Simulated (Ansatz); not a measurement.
PtSe2 (rutile), relaxed with PBE (Ansatz, an electronic-structure program, plane waves, PAW): a = b = 5.7806 Å, c = 4.0234 Å, α = β = γ = 90.00°.

* **B₀ by P(V) fit (GPa)**: 85.4

Task: The same phase is relaxed and computed with HSE06 in the same code. What are the cell and these values now?

Result: a = 5.664 Å, b = 5.664 Å, c = 4.003 Å, α = 90.00°, β = 90.00°, γ = 90.00°.

* **B₀ by P(V) fit (GPa)**: 107

Constructed cells (a structure type filled with these elements, in neither database checked): PtSe2, rutile. All cells were relaxed under the symmetry of their starts (and spin orders); stability against distortions was not tested throughout. Rows with no word on spin ran without spin polarisation. Spin–orbit coupling is left out wherever it is not named.

Potentials: the later of the program's two PAW sets.

Ansatz is a plane-wave DFT program.
